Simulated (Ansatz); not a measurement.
The start is a generated cell, Cd built in the beta-Sn structure type. The cell and all atomic positions are relaxed at zero pressure with PBE (plane waves to 420 eV, PAW, scalar-relativistic; Ansatz, a quantum-chemistry and plane-wave program). The first steps use a coarse 12×12×12 k-mesh.

Input geometry:
```yaml
crystal:
  lattice:
    - [-2.74993, 2.74993, 1.50040]
    - [2.74993, -2.74993, 1.50040]
    - [2.74993, 2.74993, -1.50040]
  atoms:
    - { symbol: Cd, position: [0.75000, 0.25000, 0.50000] }
    - { symbol: Cd, position: [0.00000, 0.00000, 0.00000] }
```

Q: What pressure does the first self-consistent step give?

A: +6.3 GPa (positive: the cell is compressed).

Q: How does the volume per atom move from start to end?

A: +13.8 %, from 22.69 to 25.81 Å³/atom.

Q: How do the shortest distances between atoms change?

A: The closest pairs of elements (up to four, under 3.6 Å), start → end: Cd–Cd 2.85 → 3.01 Å.

Q: Give the final cell and atomic positions.

A: 
```cif
data_Cd4
_chemical_formula_sum 'Cd4'
_space_group_name_H-M_alt 'I41/amd :1'
_space_group_IT_number 141
_space_group_name_Hall 'I 4bw 2bw -1bw'
_cell_length_a 5.85905
_cell_length_b 5.85905
_cell_length_c 3.00780
_cell_angle_alpha 90.000
_cell_angle_beta 90.000
_cell_angle_gamma 90.000
loop_
_atom_site_label
_atom_site_type_symbol
_atom_site_symmetry_multiplicity
_atom_site_Wyckoff_symbol
_atom_site_fract_x
_atom_site_fract_y
_atom_site_fract_z
_atom_site_occupancy
Cd1 Cd 4 a 0.00000 0.00000 0.00000 1
```
(The calculation used a cell of 2 atoms; values per cell refer to that cell.)

The space group stays I4₁/amd (No. 141) (the run could not lower it); the end is AFLOW prototype A_tI4_141_a (A5, as in Sn), with 2 atoms in the primitive cell. Final values are on a 17×17×17 k-mesh of the relaxed cell. No spin polarisation in the result.

The run could not lose the symmetry of its start: the end is stationary, and may be a saddle point rather than a minimum.

All atoms sit on sites fixed by symmetry, so only the cell could relax.

The relaxed structure here is a generated cell of Cd: the first start was made by placing the elements on the sites of a structure type, and the end was not matched to a known phase here, so it may be hypothetical. Known forms of Cd include space group No. 194.
